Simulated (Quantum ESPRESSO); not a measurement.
pw.x input (Quantum ESPRESSO 7.5; PBEsol, PseudoDojo standard norm-conserving files, fully relativistic):

```
&CONTROL
  calculation = 'scf'
  pseudo_dir = './pseudo'
  outdir = './out'
  tprnfor = .true.
  tstress = .true.
/
&SYSTEM
  ibrav = 0
  nat = 4
  ntyp = 2
  ecutwfc = 102.0
  ecutrho = 408.0
  occupations = 'smearing'
  smearing = 'fd'
  degauss = 0.002
  nbnd = 86
  noncolin = .true.
  lspinorb = .true.
/
&ELECTRONS
  conv_thr = 4e-10
/
ATOMIC_SPECIES
Se 78.9710 Se.upf
Cd 112.4140 Cd.upf
CELL_PARAMETERS angstrom
  4.303712019114   0.000000000000   0.000000000000
 -2.151856009557   3.727123939125   0.000000000000
  0.000000000000   0.000000000000   7.018848908000
ATOMIC_POSITIONS crystal
Se   0.666666667000   0.333333333000   0.875860957800
Se   0.333333333667   0.666666666333   0.375860957800
Cd   0.666666667000   0.333333333000   0.499999042200
Cd   0.333333333667   0.666666666333   0.999999042200
K_POINTS automatic
9 9 4 0 0 0
```

End of the output:

```

[...]
     the Fermi energy is     7.9728 ev
!    total energy              =   -1183.82885278 Ry
     estimated scf accuracy    <          2.1E-10 Ry
     smearing contrib. (-TS)   =      -0.00000012 Ry
     internal energy E=F+TS    =   -1183.82885267 Ry
     The total energy is F=E-TS. E is the sum of the following terms:
     one-electron contribution =    -785.08942076 Ry
     hartree contribution      =     403.36910677 Ry
     xc contribution           =    -190.49358777 Ry
     ewald contribution        =    -611.61495090 Ry
     convergence has been achieved in   9 iterations
     Forces acting on atoms (cartesian axes, Ry/au):
     atom    1 type  1   force =     0.00000000    0.00000000   -0.00000489
     atom    2 type  1   force =     0.00000000    0.00000000   -0.00000489
     atom    3 type  2   force =     0.00000000    0.00000000    0.00000489
     atom    4 type  2   force =     0.00000000    0.00000000    0.00000489
     Total force =     0.000010     Total SCF correction =     0.000017
     SCF correction compared to forces is large: reduce conv_thr to get better values
     Computing stress (Cartesian axis) and pressure
          total   stress  (Ry/bohr**3)                   (kbar)     P=       -0.73
  -0.00000593   0.00000000   0.00000000           -0.87        0.00        0.00
   0.00000000  -0.00000593   0.00000000            0.00       -0.87        0.00
   0.00000000   0.00000000  -0.00000312            0.00        0.00       -0.46
```
In a gapped system the printed Fermi energy is only some level inside the gap.

Geometry relaxed with PBEsol.
